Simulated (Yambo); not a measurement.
Yambo run on LiC (space group Immm, No. 71). The wavefunctions are PBEsol (Quantum ESPRESSO, PseudoDojo norm-conserving, 82 Ry, no spin-orbit coupling) ones on a 6×6×6 mesh (7 occupied bands); a = b = c = 4.0003 Å, α = 126.93°, β = 106.14°, γ = 96.95°.

Yambo input:

```
rim_cut
gw0
dyson
el_el_corr
HF_and_locXC
ppa
em1d
RandQpts= 1000000
RandGvec= 1 Ry
EXXRLvcs= 82 Ry
VXCRLvcs= 328 Ry
Chimod= "HARTREE"
% BndsRnXp
 3 | 82 |
%
NGsBlkXp= 7 Ry
% LongDrXp
 1.0 | 1.0 | 1.0 |
%
PPAPntXp= 27.2114 eV
% GbndRnge
 1 | 82 |
%
GTermKind= "BG"
DysSolver= "n"
ExtendOut
% QPkrange
 1 | 1 | 7 | 8 |
 22 | 22 | 7 | 7 |
%
```

k points by index: 1 = Γ, 22 = (0.167, 0.167, 0.333).

Table of the .qp output:

```
#    K-point    Band    Eo [eV]    E [eV]    E-Eo [eV]    Vxc [eV]    Vnlxc [eV]    Sc|Eo [eV]    Sc|E [eV]    dSc/dw|Eo [eV]    Re(Z)    Im(Z)
#
    1    7    -0.235555    -1.407417    -1.171862    -13.97644    -16.96448    1.502923    1.816178    -7.273353    0.789082    -0.001388
    1    8    3.186627    4.316618    1.129992    -10.73691    -6.413579    -2.931170    -3.193338    -6.312694    0.811694    -0.001374
    22    7    0.000000    -1.131959    -1.131959    -14.18502    -18.50157    2.857104    3.184587    -7.871249    0.775633    -0.001686
```
(The two width columns are left out.) Convergence of these settings isn't established.

Geometry relaxed with PBEsol.
